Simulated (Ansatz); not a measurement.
All numbers below come from DFT PBE, scalar-relativistic, plane waves, PAW in Ansatz. All cells share a 420 eV cutoff and Γ-centred k meshes spaced about 0.3 Å⁻¹ or finer (0.25 for metals, 2π included). No spin polarisation.

All energies are static (0 K, no zero-point motion).

Two forms of ZrNb2N4 were relaxed alike.

A.

```yaml
crystal:
  lattice:
    - [5.80995, -1.57093, 0.00000]
    - [5.80995, 1.57093, 0.00000]
    - [-2.37049, 0.00000, 4.76824]
  atoms:
    - { symbol: Zr, position: [0.00000, 0.00000, 0.00000] }
    - { symbol: Nb, position: [0.71775, 0.71775, 0.71837] }
    - { symbol: Nb, position: [0.28225, 0.28225, 0.28163] }
    - { symbol: N, position: [0.86558, 0.86558, 0.54717] }
    - { symbol: N, position: [0.13442, 0.13442, 0.45283] }
    - { symbol: N, position: [0.64049, 0.64049, 0.00100] }
    - { symbol: N, position: [0.35951, 0.35951, 0.99900] }
```

B.

```yaml
crystal:
  lattice:
    - [3.10817, -4.28287, 0.00000]
    - [3.10817, 4.28287, 0.00000]
    - [0.00000, 0.00000, 3.17775]
  atoms:
    - { symbol: Zr, position: [0.00000, 0.00000, 0.00000] }
    - { symbol: Nb, position: [0.50000, 0.00000, 0.50000] }
    - { symbol: Nb, position: [0.00000, 0.50000, 0.50000] }
    - { symbol: N, position: [0.23846, 0.23846, 0.50000] }
    - { symbol: N, position: [0.76154, 0.76154, 0.50000] }
    - { symbol: N, position: [0.74571, 0.25429, 0.00000] }
    - { symbol: N, position: [0.25429, 0.74571, 0.00000] }
```

**Question.** Which form is favoured at zero pressure, and by what margin per atom?

**Answer.** A is lower, by 36 meV/atom. A has space group C2/m (No. 12), 12.4 Å³/atom and no gap on its mesh; B has space group Cmmm (No. 65), 12.1 Å³/atom and no gap. Counting N atoms around Nb and Zr (those within 1.25 times the shortest such distance or 1.15 times the sum of covalent radii, 1.27 where that leaves under three; a plus sign parts nearer from farther groups), A has Zr 6, Nb 3+3 and B has Zr 6, Nb 6. In A, around Zr lie 6 N at 2.21–2.26 Å, 2 Nb at 2.94 Å and 2 Zr at 3.14 Å; around Nb lie 3 N at 2.05–2.07 Å, 3 N at 2.28–2.29 Å and 1 Zr at 2.94 Å; N on its first site has 2 Nb at 2.05 Å, 1 Zr at 2.21 Å and 1 Nb at 2.28 Å; 1 more site not described. In B, Zr has 6 N at 2.17–2.18 Å, 8 Nb at 3.09 Å and 2 Zr at 3.18 Å; Nb has 6 N at 2.14–2.22 Å and 4 Zr at 3.09 Å; around N on a site of symmetry 2mm lie 2 Nb at 2.14 Å and 2 Zr at 2.17 Å; 1 more site not described. Both come from trial cells of a structure search, whose lowest cell (P2/m, 12.3 Å³/atom) lies 76 meV/atom below the lower of the two.

With atoms moved at random, A came back. B had no clear such test and can be a saddle point. Some types were kept out of the candidates beforehand, so the set may lack a known form.
